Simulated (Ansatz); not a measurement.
Ga4TeO: rattling a relaxed structure

The cell was found from a structure generator's guess, not taken from experiment.

Computed with DFT PBE, scalar-relativistic, plane waves, PAW in Ansatz 0.2.0. Plane waves to 420 eV, a k mesh through Γ of 6×8×6 on the computed 6-atom cell and Gaussian smearing (0.10 eV); no spin polarisation.

The cell below (6 atoms, space group P2/m (No. 10)) is relaxed within its symmetry.

```xyz
6
Lattice="5.1410 0.0000 0.5806 0.0000 4.4077 0.0000 -0.4632 0.0000 6.1135" Properties=species:S:1:pos:R:3 pbc="T T T"
Ga    2.0272    0.0000    4.7389
Ga    1.1679    2.2039    1.9036
Ga    3.5099    2.2039    4.7905
Ga    2.6505    0.0000    1.9552
Te    4.6777    0.0000    6.6941
O     4.9093    2.2039    3.6374
```

For the test it was strained at random (σ = 1.5 % a component), the atoms were moved at random (σ = 0.05 Å), and all was relaxed again on a coarse 6×4×4 mesh (in the run’s order of axes) with 0.20 eV smearing, with no symmetry imposed.

Spin–orbit coupling, which can matter for Te, is left out.

Question: Is the structure stable against such a distortion?

Answer: It doesn't return. The energy falls by 123 meV/atom on that mesh, the volume changes by -1.0 %, and the end has space group P1 (No. 1) at a loose tolerance. Relaxed again on an 8×8×6 mesh with 0.01 eV smearing, the new structure lies 116 meV/atom below the first (mesh in the axes of the run's cell; the cell below is made exact in the group named). Space group P1 (No. 1), triclinic, a = 4.562 Å, b = 4.864 Å, c = 6.526 Å, α = 80.6°, β = 78.4°, γ = 81.2°. Ga on its first site is surrounded by 2 Ga at 2.49–2.50 Å, 1 Ga at 2.67 Å and 1 Te at 2.77 Å; around Ga on its second site lie 1 O at 1.92 Å, 2 Ga at 2.67–2.73 Å and 1 Te at 3.02 Å; Te has 5 Ga at 2.77–3.18 Å; O is surrounded by 3 Ga at 1.92–1.98 Å; 2 more sites not described.

```cif
data_structure
_symmetry_space_group_name_H-M 'P 1'
_symmetry_Int_Tables_number 1
_cell_length_a 4.5622
_cell_length_b 4.8636
_cell_length_c 6.5265
_cell_angle_alpha 80.616
_cell_angle_beta 78.438
_cell_angle_gamma 81.226
_cell_volume 138.89
loop_
_atom_site_label
_atom_site_type_symbol
_atom_site_fract_x
_atom_site_fract_y
_atom_site_fract_z
_atom_site_occupancy
Ga1 Ga 0.06138 0.46089 0.72308 1
Ga2 Ga 0.35686 0.26881 0.36840 1
Ga3 Ga 0.52844 0.67299 0.71273 1
Ga4 Ga 0.74386 0.66390 0.23248 1
Te1 Te 0.20944 0.00920 0.01695 1
O1 O 0.60002 0.92421 0.44636 1
```
